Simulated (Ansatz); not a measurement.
LiBH₄:
```xyz
12
Lattice="0.0000 2.7480 -2.7201 0.0000 2.7480 2.7201 6.0134 0.0000 0.0000" Properties=species:S:1:pos:R:3 pbc="T T T"
Li     3.0067     2.7480    -2.7082
Li     0.0000     2.7480    -2.7082
B      4.5100     1.4629     1.3586
B      1.5033     4.0331     1.3586
H      3.5153     3.7284    -0.8291
H      2.4981     1.7677    -0.8291
H      5.5048     3.7284    -0.8291
H      0.5086     1.7677    -0.8291
H      4.5100     2.6848     1.4026
H      1.5033     2.8112     1.4026
H      4.5100     1.2559     0.1570
H      1.5033     4.2402     0.1570
```

x, y and z are the axes in which the lattice vectors are written.

Question: Give the high-frequency dielectric tensor and the Born effective charge tensors of the independent atoms from DFPT, DFT-LDA in the program Ansatz with PAW potentials.

Answer: 
ε∞:
```
2.89  0.00  0.00
0.00  2.87  0.00
0.00  0.00  2.87
```
Z* of atom 1 (Li), rows: field, columns: displacement, in e:
```
 1.05   0.03   0.00
-0.01   1.00   0.00
 0.00   0.00   0.97
```
Z* of atom 3 (B), rows: field, columns: displacement, in e:
```
-0.01   0.00   0.00
 0.00  -0.15  -0.09
 0.00  -0.09  -0.13
```
Z* of atom 5 (H), rows: field, columns: displacement, in e:
```
-0.35  -0.08   0.10
-0.07  -0.15  -0.03
 0.09  -0.02  -0.18
```
Z* of atom 9 (H), rows: field, columns: displacement, in e:
```
-0.18   0.00   0.00
 0.00  -0.44  -0.05
 0.00  -0.14  -0.07
```
Z* of atom 11 (H), rows: field, columns: displacement, in e:
```
-0.17   0.00   0.00
 0.00  -0.10  -0.15
 0.00  -0.09  -0.41
```

Space group Ama2. The workflow started from a Materials Project entry (that database holds measured and hypothetical structures alike); the Crystallography Open Database copy checked does not list it. COD files the formula under space group No. 62, so this cell is another polymorph or a model. Its standing as an ambient phase is unchecked. The cell was relaxed with LDA under the symmetry of its start; phonons on a q-mesh show no instability.

Potentials: the later of the program's two PAW sets.
